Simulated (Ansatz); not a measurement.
ZrB2 in space group P6/mmm (No. 191; Zr on 1a, B on 2d), a = b = 3.171 Å, c = 3.542 Å, α = β = 90.00°, γ = 120.00°.

Relaxed with PBE.

### Question
Tabulate the valence density and the electron localisation function along the shortest Zr–B contact (2.55 Å), plane-wave PAW PBE (Ansatz code).

### Answer


| distance from Zr (Å) | density (e/Å³) | ELF |
|---|---|---|
| 0.25 | 3.78 | 0.31 |
| 0.38 | 4.15 | 0.63 |
| 0.51 | 3.75 | 0.78 |
| 0.64 | 2.79 | 0.80 |
| 0.76 | 1.75 | 0.73 |
| 0.89 | 0.98 | 0.51 |
| 1.02 | 0.55 | 0.25 |
| 1.15 | 0.36 | 0.14 |
| 1.27 | 0.30 | 0.17 |
| 1.40 | 0.31 | 0.30 |
| 1.53 | 0.35 | 0.47 |
| 1.66 | 0.42 | 0.59 |
| 1.78 | 0.51 | 0.61 |
| 1.91 | 0.61 | 0.54 |
| 2.04 | 0.67 | 0.37 |
| 2.17 | 0.64 | 0.15 |
| 2.29 | 0.49 | 0.03 |

The density is the valence pseudo-density with augmentation charge, so density and ELF within about 1 Å of a nucleus are not all-electron values.

Symmetry was held in the PBE relaxation; phonons on a q-mesh show no instability. The run is not spin-polarised.

Potentials: the later of the program's two PAW sets.
